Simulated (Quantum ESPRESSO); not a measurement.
## Ti2NbO5F3 (finding a planted mistake in a log)

Computed values, not a measurement. The program is pw.x of Quantum ESPRESSO 7.5 (plane-wave density functional theory). The cell is made up: 11 atoms on a fluorite lattice with one site empty, with randomly drawn elements, strain and displacements, not relaxed. PseudoDojo standard norm-conserving files (v0.5 for PBE, v0.4.1 for LDA and PBEsol) set the functional; there is no spin polarisation, spin-orbit coupling or dispersion term, and the masses in the input are unused placeholders.

Intended input:

```
&control calculation='scf', pseudo_dir='./dojo.nc.sr.pbe.v0_5.standard.upf', outdir='./o', disk_io='low', tprnfor=.true., tstress=.true. /
&system ibrav=0, nat=11, ntyp=4, nbnd=50, ecutwfc=84.00895049, nosym=.true., tot_charge=0,
 occupations='smearing', smearing='fd', degauss=0.0018374661
/
&electrons conv_thr=7.350e-09, electron_maxstep=60, /
ATOMIC_SPECIES
F 1.0 F.upf
Nb 1.0 Nb.upf
O 1.0 O.upf
Ti 1.0 Ti.upf
CELL_PARAMETERS angstrom
4.7961 -0.0104 0.0601
-0.0104 4.8446 0.0048
0.0601 0.0048 4.929
ATOMIC_POSITIONS angstrom
Ti 0.0681 -0.0006 -0.0125
Nb 0.0284 2.3261 2.4191
Ti 2.3822 2.4597 0.0585
O 1.1756 1.1885 1.3041
O 1.3022 1.1246 3.7854
F 1.1416 3.6532 1.3566
O 1.2038 3.6157 3.667
F 3.5601 1.1734 1.2789
O 3.6715 1.2274 3.6579
O 3.5912 3.6093 1.2569
F 3.4783 3.638 3.802
K_POINTS automatic
5 5 5 1 1 1
```

The log is shortened where brackets say so; the opening notice, blank lines, dates and the lines on written files are dropped, and the path of the files is cut. It prints rydbergs, bohrs and kilobars, and counts compression as positive stress. Where no state is partly filled, the Fermi energy that it prints is only some level between the filled and the empty states on the mesh, and need not lie in the true gap.

Log of the intended run:

```
     Program PWSCF v.7.5
     Parallel version (MPI & OpenMP), running on       4 processor cores
     Number of MPI processes:                 4
     Threads/MPI process:                     1
     [start-up lines left out]
     bravais-lattice index     =            0
     lattice parameter (alat)  =       9.0640  a.u.
     unit-cell volume          =     772.7389 (a.u.)^3
     number of atoms/cell      =           11
     number of atomic types    =            4
     number of electrons       =        88.00
     number of Kohn-Sham states=           50
     kinetic-energy cutoff     =      84.0090  Ry
     charge density cutoff     =     336.0358  Ry
     scf convergence threshold =      7.3E-09
     mixing beta               =       0.7000
     number of iterations used =            8  plain     mixing
     Exchange-correlation= PBE
                           (   1   4   3   4   0   0   0)
     [axes and pseudopotential details left out]
   Cartesian axes
     site n.     atom                  positions (alat units)
         1        Ti     tau(   1) = (   0.0141979  -0.0001251  -0.0026061  )
         2        Nb     tau(   2) = (   0.0059210   0.4849590   0.5043482  )
         3        Ti     tau(   3) = (   0.4966551   0.5128127   0.0121964  )
         4        O      tau(   4) = (   0.2450960   0.2477855   0.2718864  )
         5        O      tau(   5) = (   0.2714903   0.2344632   0.7892025  )
         6        F      tau(   6) = (   0.2380075   0.7616406   0.2828319  )
         7        O      tau(   7) = (   0.2509753   0.7538224   0.7645177  )
         8        F      tau(   8) = (   0.7422306   0.2446373   0.2666326  )
         9        O      tau(   9) = (   0.7654559   0.2558956   0.7626205  )
        10        O      tau(  10) = (   0.7487145   0.7524881   0.2620459  )
        11        F      tau(  11) = (   0.7251764   0.7584716   0.7926633  )
     number of k points=    63  Fermi-Dirac smearing, width (Ry)=  0.0018
                       cart. coord. in units 2pi/alat
        k(    1) = (   0.0990200   0.0991243   0.0960077), wk =   0.0320000
        k(    2) = (   0.0965803   0.0989262   0.2906608), wk =   0.0320000
     [further k points left out]
     Dense  grid:    80393 G-vectors     FFT dimensions: (  54,  54,  60)
     Estimated max dynamical RAM per process >     244.48 MB
     Estimated total dynamical RAM >     919.03 MB
     Initial potential from superposition of free atoms
     starting charge      87.9945, renormalised to      88.0000
     Starting wfcs are   62 randomized atomic wfcs
     total cpu time spent up to now is        8.5 secs
     per-process dynamical memory:   201.1 Mb
     Self-consistent Calculation
     iteration #  1     ecut=    84.01 Ry     beta= 0.70
     Davidson diagonalization with overlap
     ethr =  1.00E-02,  avg # of iterations =  2.0
     total cpu time spent up to now is       19.4 secs
     total energy              =    -672.78872998 Ry
     estimated scf accuracy    <       5.76135390 Ry
     iteration #  2     ecut=    84.01 Ry     beta= 0.70
     Davidson diagonalization with overlap
     ethr =  6.55E-03,  avg # of iterations =  8.0
     total cpu time spent up to now is       41.6 secs
     total energy              =    -664.75128169 Ry
     estimated scf accuracy    <      95.26814973 Ry
     [iterations 3 to 18 left out]
     iteration # 19     ecut=    84.01 Ry     beta= 0.70
     Davidson diagonalization with overlap
     ethr =  1.82E-09,  avg # of iterations =  1.7
     total cpu time spent up to now is      292.6 secs
     total energy              =    -676.02530824 Ry
     estimated scf accuracy    <       0.00000031 Ry
     iteration # 20     ecut=    84.01 Ry     beta= 0.70
     Davidson diagonalization with overlap
     ethr =  3.54E-10,  avg # of iterations =  4.2
     total cpu time spent up to now is      308.4 secs
     End of self-consistent calculation
     [lines on levels left out]
     the Fermi energy is    10.2705 ev
!    total energy              =    -676.02530832 Ry
     estimated scf accuracy    <          4.7E-09 Ry
     smearing contrib. (-TS)   =      -0.00000000 Ry
     internal energy E=F+TS    =    -676.02530832 Ry
     The total energy is F=E-TS. E is the sum of the following terms:
     one-electron contribution =    -207.70215075 Ry
     hartree contribution      =     152.56534984 Ry
     xc contribution           =    -135.63438177 Ry
     ewald contribution        =    -485.25412564 Ry
     convergence has been achieved in  20 iterations
     Forces acting on atoms (cartesian axes, Ry/au):
     atom    1 type  4   force =     0.04817011    0.04730309   -0.09160051
     atom    2 type  2   force =     0.00994045   -0.05254623    0.11041445
     atom    3 type  4   force =    -0.03092497   -0.03083926   -0.06726458
     atom    4 type  3   force =    -0.05395608    0.05852731   -0.01957126
     atom    5 type  3   force =    -0.03471520    0.03951348    0.05768415
     atom    6 type  1   force =     0.04598173    0.02295203   -0.06638493
     atom    7 type  3   force =    -0.08413301   -0.06445827    0.08834824
     atom    8 type  1   force =    -0.01145238   -0.00738085   -0.04169399
     atom    9 type  3   force =     0.04276018    0.05031845    0.05660616
     atom   10 type  3   force =     0.03008345   -0.07927922   -0.02041299
     atom   11 type  1   force =     0.03824571    0.01588947   -0.00612474
     Total force =     0.303612     Total SCF correction =     0.000208
     Computing stress (Cartesian axis) and pressure
          total   stress  (Ry/bohr**3)                   (kbar)     P=      -20.96
   0.00015764  -0.00000567  -0.00024163           23.19       -0.83      -35.55
  -0.00000567  -0.00009703   0.00001352           -0.83      -14.27        1.99
  -0.00024163   0.00001352  -0.00048812          -35.55        1.99      -71.81
     init_run     :      8.02s CPU      8.36s WALL (       1 calls)
     electrons    :    298.74s CPU    299.94s WALL (       1 calls)
     forces       :      2.08s CPU      2.11s WALL (       1 calls)
     stress       :      8.23s CPU      8.23s WALL (       1 calls)
     [timing details left out]
     PWSCF        :   5m17.31s CPU   5m18.98s WALL
     JOB DONE.
```

A second run was made from an input with one planted mistake. Its log:

```
     Program PWSCF v.7.5
     Parallel version (MPI & OpenMP), running on       4 processor cores
     Number of MPI processes:                 4
     Threads/MPI process:                     1
     [start-up lines left out]
     bravais-lattice index     =            0
     lattice parameter (alat)  =       9.0640  a.u.
     unit-cell volume          =     772.7389 (a.u.)^3
     number of atoms/cell      =           11
     number of atomic types    =            4
     number of electrons       =        88.00
     number of Kohn-Sham states=           50
     kinetic-energy cutoff     =      84.0090  Ry
     charge density cutoff     =     336.0358  Ry
     scf convergence threshold =      7.3E-09
     mixing beta               =       0.7000
     number of iterations used =            8  plain     mixing
     Exchange-correlation= PBE
                           (   1   4   3   4   0   0   0)
     [axes and pseudopotential details left out]
   Cartesian axes
     site n.     atom                  positions (alat units)
         1        Ti     tau(   1) = (   0.0141979  -0.0001251  -0.0026061  )
         2        Nb     tau(   2) = (   0.0059210   0.4849590   0.5043482  )
         3        Ti     tau(   3) = (   0.4966551   0.5128127   0.0121964  )
         4        O      tau(   4) = (   0.2450960   0.2477855   0.2718864  )
         5        O      tau(   5) = (   0.2714903   0.2344632   0.7892025  )
         6        F      tau(   6) = (   0.2380075   0.7616406   0.2828319  )
         7        O      tau(   7) = (   0.2509753   0.7538224   0.7645177  )
         8        F      tau(   8) = (   0.7422306   0.2446373   0.2666326  )
         9        O      tau(   9) = (   0.7654559   0.2558956   0.7626205  )
        10        O      tau(  10) = (   0.7487145   0.7524881   0.2620459  )
        11        F      tau(  11) = (   0.7251764   0.7584716   0.7926633  )
     number of k points=     4  Fermi-Dirac smearing, width (Ry)=  0.0018
                       cart. coord. in units 2pi/alat
        k(    1) = (   0.2475499   0.2478108   0.2400192), wk =   0.5000000
        k(    2) = (   0.2536490   0.2483061  -0.2466135), wk =   0.5000000
     [further k points left out]
     Dense  grid:    80393 G-vectors     FFT dimensions: (  54,  54,  60)
     Estimated max dynamical RAM per process >     121.82 MB
     Estimated total dynamical RAM >     428.40 MB
     Initial potential from superposition of free atoms
     starting charge      87.9945, renormalised to      88.0000
     Starting wfcs are   62 randomized atomic wfcs
     total cpu time spent up to now is        1.9 secs
     per-process dynamical memory:    74.7 Mb
     Self-consistent Calculation
     iteration #  1     ecut=    84.01 Ry     beta= 0.70
     Davidson diagonalization with overlap
     ethr =  1.00E-02,  avg # of iterations =  2.0
     total cpu time spent up to now is        2.9 secs
     total energy              =    -672.81569427 Ry
     estimated scf accuracy    <       5.73387985 Ry
     iteration #  2     ecut=    84.01 Ry     beta= 0.70
     Davidson diagonalization with overlap
     ethr =  6.52E-03,  avg # of iterations =  8.2
     total cpu time spent up to now is        5.0 secs
     total energy              =    -664.75461183 Ry
     estimated scf accuracy    <      95.09743799 Ry
     [iterations 3 to 21 left out]
     iteration # 22     ecut=    84.01 Ry     beta= 0.70
     Davidson diagonalization with overlap
     ethr =  4.08E-11,  avg # of iterations =  8.0
     total cpu time spent up to now is       23.3 secs
     total energy              =    -676.04166623 Ry
     estimated scf accuracy    <       0.00000010 Ry
     iteration # 23     ecut=    84.01 Ry     beta= 0.70
     Davidson diagonalization with overlap
     ethr =  4.08E-11,  avg # of iterations =  5.0
     total cpu time spent up to now is       24.2 secs
     End of self-consistent calculation
     [lines on levels left out]
     the Fermi energy is    10.1248 ev
!    total energy              =    -676.04166624 Ry
     estimated scf accuracy    <          1.1E-09 Ry
     smearing contrib. (-TS)   =      -0.00000000 Ry
     internal energy E=F+TS    =    -676.04166624 Ry
     The total energy is F=E-TS. E is the sum of the following terms:
     one-electron contribution =    -207.67469495 Ry
     hartree contribution      =     152.49886959 Ry
     xc contribution           =    -135.61171524 Ry
     ewald contribution        =    -485.25412564 Ry
     convergence has been achieved in  23 iterations
     Forces acting on atoms (cartesian axes, Ry/au):
     atom    1 type  4   force =     0.04410702    0.04624478   -0.09010619
     atom    2 type  2   force =     0.01107713   -0.05048381    0.11296351
     atom    3 type  4   force =    -0.03031581   -0.03415085   -0.06704612
     atom    4 type  3   force =    -0.05248687    0.05697231   -0.02214841
     atom    5 type  3   force =    -0.03600468    0.04399234    0.05195352
     atom    6 type  1   force =     0.04658221    0.02145823   -0.06783707
     atom    7 type  3   force =    -0.08285502   -0.06172631    0.08981673
     atom    8 type  1   force =    -0.00989376   -0.00685675   -0.04158992
     atom    9 type  3   force =     0.03908355    0.04693968    0.06094252
     atom   10 type  3   force =     0.03010491   -0.07765919   -0.01954547
     atom   11 type  1   force =     0.04060133    0.01526958   -0.00740309
     Total force =     0.301972     Total SCF correction =     0.000092
     Computing stress (Cartesian axis) and pressure
          total   stress  (Ry/bohr**3)                   (kbar)     P=      -26.60
   0.00012807   0.00002126  -0.00025731           18.84        3.13      -37.85
   0.00002126  -0.00014140   0.00001460            3.13      -20.80        2.15
  -0.00025731   0.00001460  -0.00052913          -37.85        2.15      -77.84
     init_run     :      1.55s CPU      1.60s WALL (       1 calls)
     electrons    :     22.18s CPU     22.26s WALL (       1 calls)
     forces       :      0.29s CPU      0.31s WALL (       1 calls)
     stress       :      0.62s CPU      0.62s WALL (       1 calls)
     [timing details left out]
     PWSCF        :     24.98s CPU     25.16s WALL
     JOB DONE.
```

Question: what was wrong in the second input?

Answer: the k-point mesh is too coarse. The input lines that differ, file-writing options aside:

```
- 5 5 5 1 1 1
+ 2 2 2 1 1 1
```

|  | intended run | run with the mistake |
| --- | --- | --- |
| free energy (eV) | -9197.793 | -9198.015 |
| smearing term -TS (eV) | 0.0000 | 0.0000 |
| pressure (GPa) | -2.10 | -2.66 |
| largest force component (eV/Å) | 2.839 | 2.904 |
| largest change of a force component (eV/Å) |  | 0.147 |
| iterations | 20 | 23 |

For scale, a rerun of the intended cell at a cutoff of 1467 eV and k mesh 7 x 7 x 7 moved values by no more than 0.004 eV in energy, 0.05 GPa in stress and 0.003 eV/Å in force.